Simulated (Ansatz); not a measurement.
## BiTe (R-3m), random displacements

Level of theory: DFT PBE, scalar-relativistic, plane waves, PAW in Ansatz. Cutoff 420 eV, Γ-centred 6×6×6 k-points, Gaussian smearing of 0.15 eV. Spin–orbit coupling is left out, which can shift energies with elements as heavy as these. No spin polarisation. Energies are free energies at this smearing, counted from the undisturbed cell; pressure is positive in compression.

Reference structure (as given, not relaxed at this level, and it needn't be the usual structure):

```
Bi Te
1.0
    -4.84542   -2.79750    3.31729
     4.84542   -2.79750    3.31729
     0.00000    5.59500    3.31729
Bi Te
4 4
Direct
  0.50000 0.50000 0.50000
  0.00000 0.00000 0.50000
  0.00000 0.50000 0.00000
  0.50000 0.00000 0.00000
  0.00000 0.00000 0.00000
  0.50000 0.50000 0.00000
  0.50000 0.00000 0.50000
  0.00000 0.50000 0.50000
```

The atoms are displaced (Å, in the unstrained cell):

```csv
atom,ux,uy,uz
Bi1,-0.084,-0.072,0.187
Bi2,0.297,0.176,0.086
Bi3,-0.028,-0.025,0.207
Bi4,0.156,0.470,-0.397
Te5,-0.345,-0.418,0.124
Te6,0.171,-0.297,-0.364
Te7,-0.109,0.009,0.186
Te8,-0.057,0.158,-0.029
```

Strain (Voigt, engineering shear): (0.0044, 0.0057, -0.0195, -0.0463, -0.0373, 0.0203).

Problem. What are the energy change, the stress and the forces?

Solution. ΔE = 463.1 meV/atom; stress (xx, yy, zz, yz, xz, xy; compression positive) (13.69, 8.07, 8.24, 0.16, -4.81, 1.34) GPa.
| atom | Fx (eV/Å) | Fy | Fz |
| --- | --- | --- | --- |
| Bi1 | -0.19 | -1.15 | -0.94 |
| Bi2 | -0.75 | -1.42 | -1.02 |
| Bi3 | 0.02 | 0.66 | -0.34 |
| Bi4 | -7.25 | -3.07 | 5.62 |
| Te5 | 7.99 | 3.61 | -3.86 |
| Te6 | -0.94 | 1.48 | 0.60 |
| Te7 | 0.59 | 0.60 | -0.25 |
| Te8 | 0.52 | -0.69 | 0.20 |

Cost: 1 run of about 2.9 core-minutes, on Intel Xeon Processor @ 2.70GHz (shared hosts).